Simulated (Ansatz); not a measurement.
**Every step of a relaxation of fcc Ni (110), 5 layers**

DFT, PBE, PAW with Ansatz's default frozen-core files, scalar-relativistic (Ansatz 0.2.0); a Γ-centred 15×10×1 k mesh, Fermi–Dirac smearing of 0.05 eV, spin-polarised from start moments Ni1 1, Ni2 1, Ni3 1, Ni4 1, Ni5 1 μB. The run relaxes the atoms in the fixed cell.

Command: `ansatz run input.yaml --threads 3 --pin off --max-ram 9216MiB --backend cpu --events-out ev --progress --plain --runs-dir out` It took 4.2 min on 3 threads of Arm Neoverse V1, on a shared host, peak memory 1 GiB.

```yaml
crystal:
  lattice:
    - [2.4880369134, 0.0, 0.0]
    - [0.0, 3.5186155466, 0.0]
    - [0.0, 0.0, 20.9761]
  atoms:
    - { symbol: Ni, position: [0.0, 0.0, 0.381387059], spin: 1.0 }
    - { symbol: Ni, position: [0.5, 0.5, 0.4406935293], spin: 1.0 }
    - { symbol: Ni, position: [0.0, 0.0, 0.5], spin: 1.0 }
    - { symbol: Ni, position: [0.5, 0.5, 0.5593064707], spin: 1.0 }
    - { symbol: Ni, position: [0.0, 0.0, 0.618612941], spin: 1.0 }
magnetization:
  spin_polarized: true
kpoints:
  mp_grid: { grid: [15, 10, 1] }
scf:
  occupations: { method: fermi_dirac, width: 0.05 }
hamiltonian:
  xc: pbe
  pseudopotentials: { kind: paw }
output:
  forces: true
  stress: true
  eigenvalues: true
relax:
  f_tol: 0.01
  max_steps: 40
efield:
  axis: 3
  amplitude: 0
  dipole_correction: true
```

Each step lists its free energy a cell above the last geometry, and Cartesian positions (Å) with forces (eV/Å).

The first step:

```
step 1  dF = 96.44 meV
  Ni 0.0000 0.0000 8.0000   0.0000 0.0000 0.7008
  Ni 1.2440 1.7593 9.2440   0.0000 0.0000 -0.5889
  Ni 0.0000 0.0000 10.4880   0.0000 0.0000 0.0000
  Ni 1.2440 1.7593 11.7321   0.0000 0.0000 0.5889
  Ni 0.0000 0.0000 12.9761   0.0000 0.0000 -0.7010
```

The magnetic state is the one reached from the start moments; other orders weren't searched.

Task: Where does the relaxation end, and by which steps?

Result: After 4 geometries, with a shortest distance of 2.390 Å and a cell moment of 3.58 μB. The further steps:
```
step 2  dF = 37.74 meV
  Ni 0.0000 0.0000 8.0442   0.0000 0.0000 0.4345
  Ni 1.2440 1.7593 9.2359   0.0000 0.0000 -0.4156
  Ni 0.0000 0.0000 10.4881   0.0000 0.0000 0.0000
  Ni 1.2440 1.7593 11.7402   0.0000 0.0000 0.4155
  Ni 0.0000 0.0000 12.9319   0.0000 0.0000 -0.4343
step 3  dF = 0.19 meV
  Ni 0.0000 0.0000 8.1040   0.0000 0.0000 -0.0348
  Ni 1.2440 1.7593 9.2047   0.0000 0.0000 -0.0061
  Ni 0.0000 0.0000 10.4880   0.0000 0.0000 0.0003
  Ni 1.2440 1.7593 11.7714   0.0000 0.0000 0.0063
  Ni 0.0000 0.0000 12.8722   0.0000 0.0000 0.0341
step 4  dF = 0.00 meV
  Ni 0.0000 0.0000 8.0976   0.0000 0.0000 0.0038
  Ni 1.2440 1.7593 9.2015   0.0000 0.0000 0.0056
  Ni 0.0000 0.0000 10.4881   0.0000 0.0000 -0.0001
  Ni 1.2440 1.7593 11.7746   0.0000 0.0000 -0.0056
  Ni 0.0000 0.0000 12.8785   0.0000 0.0000 -0.0038
```
